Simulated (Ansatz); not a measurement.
Input and command of a calculation in Ansatz (plane waves; scalar-relativistic PAW potentials unless the input names others):

```yaml
crystal:
  lattice:
    - [4.9955191355, 0.0, 0.0]
    - [0.0, 4.9955191355, 0.0]
    - [0.0, 0.0, 4.9955191355]
  atoms:
    - { symbol: Ca, position: [0.0, 0.5, 0.5] }
    - { symbol: Ca, position: [0.5, 0.0, 0.5] }
    - { symbol: Ca, position: [0.5, 0.5, 0.0] }
    - { symbol: Nb, position: [0.0, 0.0, 0.0] }
basis:
  ecutwfc: 420
kpoints:
  mp_grid: { grid: [12, 12, 12], shift: [0.5, 0.5, 0.5] }
hamiltonian:
  xc: pbe
scf:
  occupations: { method: gaussian, width: 0.1 }
  initial_density: { chi_scale: 0.1 }
output:
  forces: true
  eigenvalues: true
  stress: true
```

```bash
ansatz run input.yaml --threads 1 --pin off --max-ram 2560MiB --backend cpu --events-out ev --progress --plain --runs-dir out
```

Abridged log:
```
Basis set: ecut = 420 eV, 2469 PW (Γ), exchange–correlation on 72×72×72 points (8 copies of the dense FFT grid, shifted against one another)
Bands: 26, of which v1, the nominal top of the filled ones, is band 22 counted from 1 (21 counted from 0)
Symmetry: 48 space group operations
k-points: 56 of 1728
SCF iter   1: F=—  HF=-10005.877765 eV  |F-HF|=—  |Δ(HF+E_count)|=         —  Δρ=9.50e-2  dr2=3.86e1  ethr=3.10e-3  ⟨swp⟩=7.8  Hψ=7622  notcnv=0
SCF iter   2: F=—  HF=-9999.984190 eV  |F-HF|=—  |Δ(HF+E_count)|=    5.89e0  Δρ=1.87e-2  dr2=7.72e-1  ethr=3.10e-3  ⟨swp⟩=3.8  Hψ=4763  notcnv=0
SCF iter   3: F=—  HF=-9999.975133 eV  |F-HF|=—  |Δ(HF+E_count)|=   9.06e-3  Δρ=8.78e-3  dr2=1.29e-1  ethr=1.80e-3  ⟨swp⟩=2.3  Hψ=2173  notcnv=0
SCF iter   4: F=—  HF=-9999.996476 eV  |F-HF|=—  |Δ(HF+E_count)|=   2.13e-2  Δρ=7.36e-3  dr2=1.89e-1  ethr=3.01e-4  ⟨swp⟩=2.1  Hψ=2027  notcnv=0
SCF iter   5: F=—  HF=-9999.982006 eV  |F-HF|=—  |Δ(HF+E_count)|=   1.45e-2  Δρ=3.71e-3  dr2=4.98e-2  ethr=3.01e-4  ⟨swp⟩=1.3  Hψ=1541  notcnv=0
SCF iter   6: F=—  HF=-9999.978971 eV  |F-HF|=—  |Δ(HF+E_count)|=   3.04e-3  Δρ=4.00e-4  dr2=4.48e-4  ethr=1.16e-4  ⟨swp⟩=2.0  Hψ=1703  notcnv=0
SCF iter   7: F=—  HF=-9999.978957 eV  |F-HF|=—  |Δ(HF+E_count)|=   1.39e-5  Δρ=8.56e-5  dr2=2.19e-5  ethr=1.04e-6  ⟨swp⟩=2.0  Hψ=1813  notcnv=0
SCF iter   8: F=—  HF=-9999.978969 eV  |F-HF|=—  |Δ(HF+E_count)|=   1.17e-5  Δρ=1.86e-5  dr2=9.27e-7  ethr=5.09e-8  ⟨swp⟩=2.4  Hψ=2054  notcnv=0
SCF iter   9: F=—  HF=-9999.978969 eV  |F-HF|=—  |Δ(HF+E_count)|=   1.78e-7  Δρ=9.81e-6  dr2=3.57e-7  ethr=2.33e-10  ⟨swp⟩=7.3  Hψ=7223  notcnv=0
SCF iter  10: F=-9999.978969 eV  HF=-9999.978969 eV  |F-HF|=8.20e-10  |Δ(HF+E_count)|=   3.25e-8  Δρ=7.01e-7  dr2=1.36e-9  ethr=2.33e-10  ⟨swp⟩=2.6  Hψ=4633  notcnv=0
SCF 1 converged in 10 iterations: F = -9999.978969 eV  dr2 = 1.36e-9
SCF converged after 10 iterations
Free energy (F): -9999.978969 eV
Harris-Foulkes:  -9999.978969 eV  (|F-HF|=8.20e-10)
Internal energy: -9999.916152 eV  (E = F + TS)
E sigma→0 (E₀):  -9999.947561 eV
Entropy (-TS):   -0.062816 eV (-15.704 meV/atom)
Fermi energy:    7.544510 eV
--- Forces (eV/Å), atoms counted from 1 ---
  atom   1  Ca     0.00000000     0.00000000     0.00000000
  atom   2  Ca     0.00000000     0.00000000     0.00000000
  atom   3  Ca     0.00000000     0.00000000     0.00000000
  atom   4  Nb     0.00000000     0.00000000     0.00000000
--- Stress (GPa, compression-positive) ---
       -0.013426       0.000000       0.000000
        0.000000      -0.013426       0.000000
        0.000000       0.000000      -0.013426
  P = ⅓ Tr σ = -0.0134 GPa (-0.134 kbar)
```

Apart from outputs, empty bands and the relaxation, which only the reference makes, the input differs from a reference run on usual settings in kpoints.mp_grid.shift: not typed → [0.5, 0.5, 0.5]; scf.initial_density.chi_scale: not typed → 0.1; kpoints.mp_grid.grid: [10, 10, 10] → [12, 12, 12]. The reference, at the same geometry, ended its own course with pressure 0.00 GPa, largest force 0.000 eV/Å, no gap on the mesh. This run converged in 10 SCF iterations with an energy at zero smearing 0.15 meV/atom above the reference's, pressure -0.01 GPa, largest force 0.000 eV/Å, no gap on the mesh.

It took 8.9 s on 1 thread of Intel(R) Xeon(R) 6975P-C (Granite Rapids), with other jobs on the host, peak memory 0.43 GiB.